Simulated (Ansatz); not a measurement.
**SiMo3, a database entry at a rescaled volume**

```yaml
crystal:
  lattice:
    - [4.89604, 4.89604, 0.00000]
    - [4.89604, -4.89604, 0.00000]
    - [0.00000, 0.00000, 4.89604]
  atoms:
    - { symbol: Mo, position: [0.12500, 0.12500, 0.50000] }
    - { symbol: Mo, position: [0.62500, 0.62500, 0.50000] }
    - { symbol: Mo, position: [0.12500, 0.37500, 0.00000] }
    - { symbol: Mo, position: [0.62500, 0.87500, 0.00000] }
    - { symbol: Mo, position: [0.37500, 0.37500, 0.50000] }
    - { symbol: Mo, position: [0.87500, 0.87500, 0.50000] }
    - { symbol: Mo, position: [0.37500, 0.12500, 0.00000] }
    - { symbol: Mo, position: [0.87500, 0.62500, 0.00000] }
    - { symbol: Mo, position: [0.25000, 0.75000, 0.75000] }
    - { symbol: Mo, position: [0.75000, 0.25000, 0.75000] }
    - { symbol: Mo, position: [0.25000, 0.75000, 0.25000] }
    - { symbol: Mo, position: [0.75000, 0.25000, 0.25000] }
    - { symbol: Si, position: [0.00000, 0.00000, 0.00000] }
    - { symbol: Si, position: [0.50000, 0.50000, 0.00000] }
    - { symbol: Si, position: [0.00000, 0.50000, 0.50000] }
    - { symbol: Si, position: [0.50000, 0.00000, 0.50000] }
```

The numbers come from plane-wave PAW DFT (Ansatz): PBE, no spin polarisation, 420 eV, 5×5×7 Γ-centred k points, fermi-dirac occupations (width 0.1 eV). Nothing was relaxed.

(1) Metal or insulator?

(2) Is the cell too large or too small?

(3) Are the atoms at rest?

(4) What is the formation energy?

(5) Which element gives electrons and which takes them?

Origin: a database entry at a rescaled volume.

## Answers

(1) It is a metal, with about 7.3 states/eV a cell as the mean within 0.25 eV of the Fermi level, mostly Mo d (87 %).

(2) The pressure is 1.5 GPa (compression positive), so with the atoms held at these fractions the cell would first expand.

(3) Nearly at rest: the largest force is 0.008 eV/Å.

(4) -0.32 eV an atom against the elements' usual phases (free molecules for gases, crystals otherwise, with no correction for O₂ or N₂), so it is bound against them; other compounds may still compete. Relaxing would lower it.

(5) Bader charges in e: Si -0.51, Mo +0.17. In the mean Mo gives up most and Si takes most, against the order of Pauling's electronegativities.
